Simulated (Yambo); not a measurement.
Ba₂RuH₆ (space group Fm-3m, No. 225), G0W0@PBEsol in Yambo with this input:

```
rim_cut
gw0
dyson
el_el_corr
HF_and_locXC
ppa
em1d
RandQpts= 1000000
RandGvec= 1 Ry
EXXRLvcs= 84 Ry
VXCRLvcs= 336 Ry
Chimod= "HARTREE"
% BndsRnXp
 5 | 186 |
%
NGsBlkXp= 7 Ry
% LongDrXp
 1.0 | 1.0 | 1.0 |
%
PPAPntXp= 27.2114 eV
% GbndRnge
 1 | 186 |
%
GTermKind= "BG"
DysSolver= "n"
ExtendOut
```

On a 2×2×2 mesh, with wavefunctions cut at 84 Ry, the gap (Γ → X) is 2.719 eV and the valence edge shifts by -0.275 eV.

### Question
What happens with this change: 87 bands in W?

### Answer
The gap falls by 0.040 eV, to 2.679 eV; the shift of the valence edge becomes -0.087 eV. Neither run is shown to be the converged limit.

Spin-orbit coupling is not included.

Geometry of the Materials Project entry, not relaxed at this level; primitive cell a = b = c = 5.7044 Å, α = β = γ = 60.00°.

The structure is a Materials Project entry; no match was found in the copy of COD used, and its stability was not checked.

A shift is the quasiparticle energy of the state minus its PBEsol energy.
